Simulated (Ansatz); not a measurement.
## Cd₂BiO₂: start and end of a relaxation

Recipe of this trial structure of Cd₂BiO₂: random cell by space group and Wyckoff sites (P6mm, No. 183). Lengths were set from tabulated atomic sizes, so they are only a guess.

start.cif

```cif
data_structure
_symmetry_space_group_name_H-M 'P6mm'
_symmetry_Int_Tables_number 183
_cell_length_a 4.0302
_cell_length_b 4.0302
_cell_length_c 8.1536
_cell_angle_alpha 90.000
_cell_angle_beta 90.000
_cell_angle_gamma 120.000
_cell_volume 114.69
loop_
_atom_site_label
_atom_site_type_symbol
_atom_site_symmetry_multiplicity
_atom_site_Wyckoff_symbol
_atom_site_fract_x
_atom_site_fract_y
_atom_site_fract_z
_atom_site_occupancy
Cd1 Cd 2 b 0.33333 0.66667 0.64502 1
Bi1 Bi 1 a 0.00000 0.00000 0.32458 1
O1 O 1 a 0.00000 0.00000 0.56701 1
O2 O 1 a 0.00000 0.00000 0.10402 1
```

Theory: DFT PBE, scalar-relativistic, plane waves, PAW (Ansatz). Cutoff 420 eV, Gaussian smearing, Γ-centred meshes. Cell and atoms relax first on a coarse mesh and then on a finer one. In between, the cell is made exact in the group found at 0.06 Å. In metals the finer mesh still leaves noise of several meV/atom or more. The steps can't lower the symmetry of their start. No spin polarisation.

end.cif

```cif
data_structure
_symmetry_space_group_name_H-M 'P6mm'
_symmetry_Int_Tables_number 183
_cell_length_a 4.4733
_cell_length_b 4.4733
_cell_length_c 8.0030
_cell_angle_alpha 90.000
_cell_angle_beta 90.000
_cell_angle_gamma 120.000
_cell_volume 138.69
loop_
_atom_site_label
_atom_site_type_symbol
_atom_site_symmetry_multiplicity
_atom_site_Wyckoff_symbol
_atom_site_fract_x
_atom_site_fract_y
_atom_site_fract_z
_atom_site_occupancy
Cd1 Cd 2 b 0.33333 0.66667 0.67523 1
Bi1 Bi 1 a 0.00000 0.00000 0.26384 1
O1 O 1 a 0.00000 0.00000 0.65312 1
O2 O 1 a 0.00000 0.00000 0.01823 1
```

The symmetry stays P6mm (No. 183). The volume per atom grows by 20.9 %, from 22.9 to 27.7 Å³. The shortest distance goes from 1.80 Å (Bi–O) to 1.97 Å (Bi–O). The ratio c/a of the conventional cell changes by a factor of 0.88. The energy falls by about 0.97 eV/atom (the start's value is from the coarse mesh).

For Cd₂BiO₂, the volume per atom is 27.7 Å³, the density is 5.6 g/cm³ and the formation energy is +0.14 eV/atom. The gap on the 12×12×6 mesh of the 5-atom cell is 0 eV (a metal).

The zero of energy is the elements' standard structures at the same level (O₂ as a molecule); no fitted shifts are applied. It can't be a ground state, since the elements alone are lower.

The last run used Gaussian smearing of 0.10 eV. Weakly bound directions are ill-defined at this level, which has no dispersion term. These runs have no spin–orbit coupling, which can matter for Bi. An odd number of electrons in the primitive cell allows no gap without spin; a larger cell or a magnetic state could open one. A structure relaxed within its symmetry needn't be a true minimum. In all, the 3 runs took 8.5 min on 1 thread of Arm Neoverse V2, with other jobs on the host. Another cell of Cd2BiO2 relaxed alike, in P4/mmm, lies 0.51 eV/atom lower, so this cell isn't the stable form at this level.
